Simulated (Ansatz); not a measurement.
Relaxed-ion elastic tensor of TiC (rock salt, Fm-3m) in GPa (Voigt order), PBEsol in the plane-wave PAW code Ansatz; density 5.03 g/cm³, 9.89 Å³ per atom.

```
555  123  123  0.0  0.0  0.0
123  555  123  0.0  0.0  0.0
123  123  555  0.0  0.0  0.0
0.0  0.0  0.0  173  0.0  0.0
0.0  0.0  0.0  0.0  173  0.0
0.0  0.0  0.0  0.0  0.0  173
```

Q: Is the crystal mechanically stable?

A: Yes: the smallest eigenvalue of C is 173 GPa.

Q: Work out the Voigt, Reuss and Hill averages.

A: K_V = 267, K_R = 267, K_H = 267; G_V = 190, G_R = 188, G_H = 189 GPa.

Q: Give Young's modulus, Poisson's ratio, Pugh's ratio and the universal anisotropy index.

A: E = 9KG/(3K + G) = 459 GPa; ν = 0.21; K/G = 1.41 (brittle by the Pugh limit of 1.75); A_U = 5G_V/G_R + K_V/K_R − 6 = 0.06.

Q: Estimate the sound speeds and the Debye temperature.

A: v_l = √((K + 4G/3)/ρ) = 10200 m/s, v_t = √(G/ρ) = 6130 m/s, mean 6780 m/s; Θ = (h/k)(3n/4πV)^(1/3) v_m = 941 K.

Q: Give the Zener ratio and Young's modulus along [100], [110] and [111].

A: A = 2C44/(C11 − C12) = 0.80; 1/E = S11 − 2(S11 − S12 − S44/2)Γ with Γ = 0, 1/4, 1/3 gives 510, 445, 427 GPa.

Q: Solve the Christoffel equation for the three sound speeds along [100], [110], [111].

A: Eigenvalues of C_ijkl n_j n_l equal ρv². In km/s, slowest first: [100] 5.87, 5.87, 10.51; [110] 5.87, 6.55, 10.10; [111] 6.33, 6.33, 9.96.

The cell was relaxed with PBEsol under the symmetry of its start; of distortions, only those at the zone centre were tested. The run is not spin-polarised. As this level gives no gap, shear constants depend on the k-mesh and smearing (Fermi–Dirac, 0.1 eV here).

Potentials: the later of the program's two PAW sets.
